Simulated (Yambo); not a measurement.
Material: Cs$_{2}$WO$_{2}$F$_{4}$ (space group C2/m, No. 12); a = b = 6.343 Å, c = 4.970 Å, α = β = 91.21°, γ = 58.62° (9 atoms in the cell). The geometry is that of Materials Project entry mp-1226138, symmetrised and not relaxed again.

With PBEsol (pw.x of Quantum ESPRESSO, ONCV potentials, scalar-relativistic), the gap between the mesh's edge points ((0, -0.5, -0.5) → (-0.5, -0.5, 0)) is 2.414 eV.

Question: Estimate the G0W0 gap between the same points from Yambo (2×2×2 Γ-centred k mesh, bands 2 to 320 and a 8 Ry block in the screening, 320 bands in G with the Bruneval-Gonze terminator, plasmon pole fitted at 27.2 eV).

Answer: The correction is 3.075 eV, giving 5.489 eV, 2.3 times the PBEsol value.  Nearest settings tried, and what they do to the gap: 206 bands in W, 206 bands in G: +48 meV; 3 Ry block (103 vectors against 449): +43 meV. Not varied: mesh. So the settings aren't converged at that level. The k mesh is coarse. Without spin-orbit coupling, band edges of such heavy elements can be off by tenths of an eV.

The structure is a Materials Project entry; no match was found in the copy of COD used, and its stability was not checked.
